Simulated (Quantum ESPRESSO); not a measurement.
**Band energies of PtSe₂ monolayer**

```xyz
3
Lattice="3.7027 0.0000 0.0000 -1.8513 3.2066 0.0000 0.0000 0.0000 15.6000" Properties=species:S:1:pos:R:3 pbc="T T T"
Se     0.0000     2.1377     1.2919
Se     1.8513     1.0689    -1.2919
Pt     0.0000     0.0000     0.0000
```

PBEsol (pw.x of Quantum ESPRESSO, ONCV potentials, with spin-orbit coupling); path ΓMKΓ; energies in eV from the valence-band maximum.

```
k (1/Å)  point  band 50  band 51  band 52  band 53  band 54  band 55  band 56  band 57
-------  -----  -------  -------  -------  -------  -------  -------  -------  -------
0.00         Γ     0.00     2.85     2.85     2.92     2.92     4.58     4.58     5.03
0.11              -0.01     2.61     2.61     2.83     2.83     4.73     4.73     5.26
0.22              -0.05     2.05     2.05     2.69     2.69     5.10     5.10     5.68
0.33              -0.12     1.49     1.49     2.54     2.54     5.57     5.57     5.93
0.44              -0.19     1.22     1.22     2.46     2.46     5.53     5.53     6.05
0.54              -0.36     1.35     1.35     2.46     2.46     5.09     5.09     6.42
0.65              -0.63     1.67     1.67     2.50     2.50     4.76     4.76     6.51
0.76              -0.96     2.00     2.00     2.56     2.56     4.58     4.58     6.25
0.87              -1.32     2.23     2.23     2.61     2.61     4.53     4.53     5.99
0.98         M    -1.56     2.31     2.31     2.63     2.63     4.53     4.53     5.89
1.09              -1.45     2.28     2.28     2.42     2.42     4.68     4.68     6.17
1.21              -1.21     1.98     1.98     2.21     2.21     5.09     5.09     6.79
1.32              -1.05     1.65     1.65     2.05     2.05     5.59     5.59     7.37
1.43              -1.02     1.54     1.54     1.86     1.86     5.93     5.93     7.74
1.55         K    -1.07     1.65     1.65     1.66     1.66     6.01     6.01     7.92
1.64              -0.97     1.52     1.52     1.84     1.84     5.99     5.99     7.60
1.73              -0.78     1.42     1.42     2.01     2.01     5.96     5.96     7.15
1.83              -0.58     1.37     1.37     2.11     2.11     5.96     5.96     6.82
1.92              -0.39     1.38     1.38     2.08     2.08     5.99     5.99     6.63
2.02              -0.25     1.45     1.45     1.93     1.93     6.05     6.05     6.55
2.11              -0.16     1.60     1.60     1.72     1.72     6.16     6.16     6.50
2.21              -0.13     1.54     1.54     1.84     1.84     6.24     6.24     6.31
2.30              -0.16     1.55     1.55     2.14     2.14     5.82     5.82     6.21
2.39              -0.09     1.81     1.81     2.45     2.45     5.39     5.39     5.94
2.49              -0.04     2.24     2.24     2.69     2.69     4.99     4.99     5.58
2.68         Γ     0.00     2.85     2.85     2.92     2.92     4.58     4.58     5.03
```

The PBEsol gap is indirect, 1.22 eV, from Γ to 44 % of the way from Γ to M; the smallest direct gap is 1.41 eV. The valence-band maximum lies 5.54 eV below the vacuum level.

Geometry relaxed with PBEsol.
